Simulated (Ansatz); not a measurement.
The elements of this relaxed trial crystal are hidden behind letters.

```
lattice vectors (Å)
   6.5003    0.0000    0.0000
  -3.2501    5.6294    0.0000
   0.0000    0.0000    4.4676
fractional positions
X 0.8972 0.5991 0.7500
X 0.1028 0.4009 0.2500
X 0.7018 0.1028 0.7500
X 0.2982 0.8972 0.2500
X 0.4009 0.2982 0.7500
X 0.5991 0.7018 0.2500
Z 0.3333 0.6667 0.7500
Z 0.6667 0.3333 0.2500
Z 0.0000 0.0000 0.0000
Z 0.0000 0.0000 0.5000
```

Theory: Ansatz, DFT PBE, scalar-relativistic, plane waves, PAW. The final run on the 10-atom cell used 420 eV, a Γ-centred 6×6×8 mesh, 0.10 eV smearing and no spin polarisation.

```
Space group                               : P6_3/m (No. 176)
Conventional cell                         : a = 6.500 Å, c = 4.468 Å
Volume per atom                           : 16.35 Å³
Density                                   : 4.06 g/cm³
Formation energy                          : −0.38 eV/atom
Gap on the 6×6×8 mesh of the 10-atom cell : 0 eV (a metal)
```

Energies are uncorrected and count from the elements' standard states at the same level.

Question: X is a d-block element of period 4 and Z is a p-block element of period 3. Which elements are they?

Answer: X = Ti, Z = Si, so the formula is Ti3Si2. Density times volume gives a mean mass of 4.06 × 16.35/1.6605 = 40.0 u per atom, and this set has 40.0 u. Among the elements that the hints allow, noble gases aside, only these give it. Ti is surrounded by 5 Si at 2.60–2.76 Å, 2 Ti at 2.81 Å and 6 Ti at 3.19–3.24 Å; around Si on a site of symmetry -6 lie 9 Ti at 2.64–2.76 Å; around Si on a site of symmetry -3 lie 2 Si at 2.23 Å and 6 Ti at 2.60 Å.

Symmetry constrained the relaxation, so the result can be a saddle point.
